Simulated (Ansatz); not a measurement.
Given:

BeS:
```cif
data_Be2S2
_chemical_formula_sum 'Be2 S2'
_space_group_name_H-M_alt 'P 1'
_space_group_IT_number 1
_cell_length_a 3.43737
_cell_length_b 3.43737
_cell_length_c 5.18833
_cell_angle_alpha 90.000
_cell_angle_beta 90.000
_cell_angle_gamma 90.000
loop_
_space_group_symop_operation_xyz
  'x, y, z'
loop_
_atom_site_label
_atom_site_type_symbol
_atom_site_fract_x
_atom_site_fract_y
_atom_site_fract_z
_atom_site_occupancy
Be1 Be 0.50000 0.50000 0.50000 1
Be2 Be 0.00000 0.00000 0.50000 1
S1 S 0.50000 0.00000 0.73529 1
S2 S 0.00000 0.50000 0.26471 1
```

This is the PBE+D3(BJ)-relaxed structure.

Task: All from DFT-PBE+D3(BJ) in the program Ansatz with PAW potentials, unless another level is named. Predict the hole effective mass.

Result: 1.9, 2.5, 3.2 mₑ (principal values).

Task: And the valence-band maximum?

Result: on the M–Γ line, 90 % of the way from M.

Space group P4/nmm. The start of the workflow was typed in or built on a structure type; neither database checked (COD, Materials Project) lists it. COD files the formula under space group No. 216, so this cell is another polymorph or a model. Whether it is the stable phase at ambient conditions was not checked. Symmetry was held in the PBE+D3(BJ) relaxation; its stability against distortions is not shown here. The volume moved by 23 % from the start of the relaxation.

Potentials: the earlier of the program's two PAW sets.

Edges and masses are those of Kohn–Sham bands, whose gap is no quasiparticle gap.
